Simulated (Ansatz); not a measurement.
Convergence notes, G0W0 on Mg₂C (antifluorite)

Mg₂C (antifluorite), relaxed with r2SCAN; one-shot G0W0 in Ansatz without spin-orbit coupling. The cell comes from a prototype generator: it can be a known phase or a hypothetical one. Spin polarisation is off.

Space group Fm-3m (No. 225). a = 5.422 Å, b = 5.422 Å, c = 5.422 Å, α = 90.00°, β = 90.00°, γ = 90.00°

| atom | site | symmetry | x | y | z |
| --- | --- | --- | --- | --- | --- |
| C | 4a | m-3m | 0.0000 | 0.0000 | 0.0000 |
| Mg | 8c | -43m | 0.2500 | 0.7500 | 0.7500 |

Gaps are read over the mesh points alone. G0W0 here is at a finite number of bands, screening cutoff and k mesh, not at the basis limit.
```json
{"start": "PBE", "potentials": "PAW", "frequency model": "contour deformation", "mesh": "4×4×4", "empty bands": "64", "screening cutoff (eV)": "80", "Kohn-Sham gap (eV)": "0.70", "G0W0 gap (eV)": "0.98", "rough cost": "12 core-seconds"}
{"start": "PBE", "potentials": "PAW", "frequency model": "contour deformation", "mesh": "4×4×4", "empty bands": "149", "screening cutoff (eV)": "140", "Kohn-Sham gap (eV)": "0.70", "G0W0 gap (eV)": "1.16", "rough cost": "40 core-seconds"}
{"start": "PBE", "potentials": "PAW", "frequency model": "contour deformation", "mesh": "4×4×4", "empty bands": "275", "screening cutoff (eV)": "210", "Kohn-Sham gap (eV)": "0.70", "G0W0 gap (eV)": "1.25", "rough cost": "2 core-minutes"}
{"start": "PBE", "potentials": "PAW", "frequency model": "contour deformation", "mesh": "6×6×6", "empty bands": "64", "screening cutoff (eV)": "80", "Kohn-Sham gap (eV)": "0.74", "G0W0 gap (eV)": "1.06", "rough cost": "70 core-seconds"}
{"start": "PBE", "potentials": "PAW", "frequency model": "Godby-Needs pole", "mesh": "4×4×4", "empty bands": "149", "screening cutoff (eV)": "140", "Kohn-Sham gap (eV)": "0.70", "G0W0 gap (eV)": "1.10", "rough cost": "40 core-seconds"}
{"start": "PBE", "potentials": "norm-conserving", "frequency model": "contour deformation", "mesh": "4×4×4", "empty bands": "149", "screening cutoff (eV)": "140", "Kohn-Sham gap (eV)": "0.70", "G0W0 gap (eV)": "1.16", "rough cost": "80 core-seconds"}
{"start": "HSE06", "potentials": "PAW", "frequency model": "contour deformation", "mesh": "4×4×4", "empty bands": "149", "screening cutoff (eV)": "140", "Kohn-Sham gap (eV)": "1.39", "G0W0 gap (eV)": "1.56", "rough cost": "100 core-seconds"}
{"start": "LDA", "potentials": "PAW", "frequency model": "contour deformation", "mesh": "4×4×4", "empty bands": "149", "screening cutoff (eV)": "140", "Kohn-Sham gap (eV)": "0.71", "G0W0 gap (eV)": "1.23", "rough cost": "40 core-seconds"}
{"start": "r2SCAN", "potentials": "PAW", "frequency model": "contour deformation", "mesh": "4×4×4", "empty bands": "149", "screening cutoff (eV)": "140", "Kohn-Sham gap (eV)": "1.08", "G0W0 gap (eV)": "1.36", "rough cost": "50 core-seconds"}
```

G0W0 moves the gap on the mesh from 0.70 eV (PBE) to 1.25 eV (Γ to X). Renormalisation factors Z lie between 0.70 and 0.77.

Raising bands and cutoff together moves the gap by +0.18 eV (80 to 140 eV), then +0.09 eV (140 to 210 eV); the last step is still large, so the basis limit isn't reached. A 6×6×6 mesh in place of 4×4×4 changes the opening over PBE by +0.04 eV (the gap on the mesh by +0.08 eV, the PBE gap by +0.04 eV). The Godby-Needs plasmon pole differs from contour deformation by -0.06 eV. Norm-conserving potentials (wave cutoff 1143 eV against 420 eV) shift the quasiparticle gap by 0.00 eV and the PBE gap by 0.00 eV. Starting from HSE06 (1.39 eV against PBE's 0.70 eV) gives 1.56 eV, +0.40 eV from G0W0@PBE at the same screening cutoff. Starting from LDA (0.71 eV against PBE's 0.70 eV) gives 1.23 eV, +0.07 eV from G0W0@PBE at the same screening cutoff. Starting from r2SCAN (1.08 eV against PBE's 0.70 eV) gives 1.36 eV, +0.20 eV from G0W0@PBE at the same screening cutoff. r2SCAN runs take a wave cutoff of 500 eV.
